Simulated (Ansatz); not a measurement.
SbO2 (space group C2/c)

```
CELL_PARAMETERS angstrom
      6.03355    -2.43492     0.00000
      6.03355     2.43492     0.00000
     -1.37420     0.00000     5.22990
ATOMIC_POSITIONS crystal
  Sb 0.28060 0.71940 0.75000
  Sb 0.71940 0.28060 0.25000
  Sb 0.00000 0.50000 0.00000
  Sb 0.50000 0.00000 0.50000
  O  0.31934 0.49350 0.03261
  O  0.68066 0.50650 0.96739
  O  0.50650 0.68066 0.46739
  O  0.49350 0.31934 0.53261
  O  0.75896 0.86442 0.82779
  O  0.24104 0.13558 0.17221
  O  0.13558 0.24104 0.67221
  O  0.86442 0.75896 0.32779
```

The slice is a (001) plane (indices of the conventional cell) through the point (0.759, 0.864, 0.828) (fractional), spanned by u = [1 -1 0] and v = [110] in vectors of this cell: u (4.87 Å) and v (12.07 Å, at 90° to u). It covers one period; positions are fractions (u, v).

Level of theory: PBEsol (plane waves to 420 eV, PAW, scalar-relativistic; Ansatz, a first-principles code). k mesh 6×6×5. These are valence fields of a PAW run, semicore shells included where kept as valence: close to a nucleus they are smooth pseudo fields. SbO2 was relaxed with its symmetry unable to fall. Spin-orbit coupling is left out, though Sb is heavy. This is one of several known forms of SbO2; the measured ambient cells at hand have space group No. 33.

Problem. Sketch the density of the highest valence band (whole band, smooth part) on this plane as a map.

Solution. 
```
|77110000000000000044|
|11000000000000000000|
|00000000001100000000|
|00000000000000000000|
|11220000000000111100|
|00110000000033775511|
|00000000001177992211|
|00000000001155993322|
|00000000000011332200|
|00000000000000000000|
|00000000229944000000|
|00000000330033000000|
|00000000447711000000|
|00000000001100000000|
|11000000000000000000|
|00000000000000000000|
|00001111001122000000|
|00337755110011000000|
|11779922110000000000|
|11559933220000000000|
|00113322000000000000|
|00000000000000000000|
|99440000000000000022|
|00330000000000000033|
```
Scale: ten equal steps from 0.000 (start of '0') to 0.097 (end of '9'), in the order '0123456789'. Values: density of the highest valence band (whole band, smooth part) in e/Å³. The map has 10 points along u (two characters each, u = 0 at the left) and 24 along v (v = 0 in the bottom row).
